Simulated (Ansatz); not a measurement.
Below is a relaxed structure of Al₅GaN₆. The cell was found from a structure generator's guess, not taken from experiment.

The calculation used DFT PBE, scalar-relativistic, plane waves, PAW in Ansatz 0.2.0. Cutoff 420 eV, Γ-centred mesh, Gaussian smearing, no spin polarisation.

```yaml
crystal:
  lattice:
    - [2.05329, -6.16231, 0.00000]
    - [2.05329, 6.16231, 0.00000]
    - [0.00000, 0.00000, 4.10538]
  atoms:
    - { symbol: Al, position: [0.33235, 0.66765, 0.00000] }
    - { symbol: Al, position: [0.83333, 0.16667, 0.50000] }
    - { symbol: Al, position: [0.66765, 0.33235, 0.00000] }
    - { symbol: Al, position: [0.16667, 0.83333, 0.50000] }
    - { symbol: Al, position: [0.00000, 0.00000, 0.00000] }
    - { symbol: Ga, position: [0.50000, 0.50000, 0.50000] }
    - { symbol: N, position: [0.67029, 0.32971, 0.50000] }
    - { symbol: N, position: [0.16593, 0.83407, 0.00000] }
    - { symbol: N, position: [0.00000, 0.00000, 0.50000] }
    - { symbol: N, position: [0.50000, 0.50000, 0.00000] }
    - { symbol: N, position: [0.32971, 0.67029, 0.50000] }
    - { symbol: N, position: [0.83407, 0.16593, 0.00000] }
```

Energies over the elements count from the elements' standard structures at the same level (N₂ as a molecule), with no fitted energy shifts.

(1) What space group does it have?

(2) What is its formation energy per atom?

(3) Is it a metal?

## Answers

(1) Cmmm (No. 65), with Al and Ga ordered on rock salt sites. Conventional cell: a = 4.107 Å, b = 12.325 Å, c = 4.105 Å. Around Al on a site of symmetry m2m lie 6 N at 2.05–2.07 Å; Al on a second site of symmetry m2m has 6 N at 2.01–2.05 Å; Ga has 6 N at 2.05–2.10 Å; N on a site of symmetry m2m is surrounded by 5 Al at 2.01–2.05 Å and 1 Ga at 2.10 Å; 4 more sites not described.

(2) −0.974 eV/atom. It lies below the elements, which doesn't yet make it stable against other compounds or structures.

(3) No, the gap on the 6×6×6 mesh is 2.78 eV.

The last run used a 6×6×6 mesh for its 12-atom cell and Gaussian smearing of 0.02 eV. Kohn–Sham gaps at this level usually fall short of measured ones. A structure relaxed within its symmetry needn't be a true minimum.
